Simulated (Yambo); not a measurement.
A free-standing SrHI monolayer (symmetry P4/nmm, slab cell 20.5 Å high), G0W0@PBEsol in Yambo with this input:

```
rim_cut
gw0
dyson
el_el_corr
HF_and_locXC
ppa
em1d
rim_w
RandQpts= 1000000
RandGvec= 2 Ry
CUTGeo= "slab z"
EXXRLvcs= 72 Ry
VXCRLvcs= 288 Ry
Chimod= "HARTREE"
% BndsRnXp
 1 | 176 |
%
NGsBlkXp= 6 Ry
% LongDrXp
 1.0 | 1.0 | 0.0 |
%
RandGvecW= 591 mRy
PPAPntXp= 27.2114 eV
% GbndRnge
 1 | 176 |
%
GTermKind= "BG"
DysSolver= "n"
ExtendOut
```

On a 4×4×1 mesh, with wavefunctions cut at 72 Ry, the gap ((0, 0.25) → Γ) is 6.369 eV and the valence edge shifts by -1.354 eV.

What happens with this change: 5 Ry block?

The gap falls by 0.039 eV, to 6.330 eV; the shift of the valence edge becomes -1.316 eV. Neither run is shown to be the converged limit. The mesh misses a band edge: along a dense path the PBEsol gap is 3.75 eV against 3.80 eV on the mesh.

Spin-orbit coupling is not included.

Geometry relaxed with PBEsol; primitive cell a = 4.2130 Å, b = 4.2130 Å, c = 20.5000 Å, α = 90.00°, β = 90.00°, γ = 90.00°.

This is a model layer cut from the bulk structure; whether it is stable on its own was not checked.

A shift is the quasiparticle energy of the state minus its PBEsol energy.
